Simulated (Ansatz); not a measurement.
Zone-centre phonons of GaAs: input and output

Theory: DFT PBE, scalar-relativistic, plane waves, PAW (Ansatz 0.2.0).

Launched with:
```bash
ansatz run input.yaml --threads 4 --pin off --max-ram 12288MiB --backend cpu --events-out ev --progress --plain --runs-dir out
```

Input (bare energies are in eV):
```yaml
crystal:
  lattice:
    - [0.0, 2.8719, 2.8719]
    - [2.8719, 0.0, 2.8719]
    - [2.8719, 2.8719, 0.0]
  atoms:
    - { symbol: Ga, position: [0.0, 0.0, 0.0] }
    - { symbol: As, position: [0.25, 0.25, 0.25] }
basis:
  ecutwfc: 420
kpoints:
  mp_grid: { grid: [10, 10, 10] }
hamiltonian:
  xc: pbe
scf:
  occupations: { method: fermi_dirac, width: 0.15 }
output:
  eigenvalues: true
phonons:
  method: dfpt
  eigenvectors: true
```

The end of the output:
```
--- Phonons (Γ-DFPT): 2 representative perturbations + reference, on 102 of 1000 k-points (Σ response iterations 6) ---
  k mesh reduced under 8 symmetry operations, with k and −k counted as one. Each operation leaves every solved displacement unchanged or reverses it
  ASR residual: 2.424e-6 → 0.000e0 eV/Å²; symmetrization residual: 5.726e-6 eV/Å²
  ASR residual per site (eV/Å²): 2.42e-6 8.18e-7
  Γ frequencies (cm⁻¹): 0.00 0.00 0.00 251.07 251.07 251.07
  non-analytic LO–TO correction: not included (Born effective charges unavailable; polar crystals: no LO–TO splitting at Γ)
```

The run took 5.8 s on 4 threads of Intel(R) Xeon(R) Platinum 8488C (Sapphire Rapids) (shared host), peak memory 0.68 GiB.

The cell is the ideal cubic zincblende prototype. With next to no gap, frequencies and elastic constants depend on the k mesh and the smearing, soft modes and shear constants most.

On the mesh the filled and empty bands stay 0.17 eV apart, little enough for the smearing to populate both, so at this level the crystal is a narrow-gap semiconductor or semimetal, not an ordinary metal; spin–orbit coupling, left out, can open or move such a gap.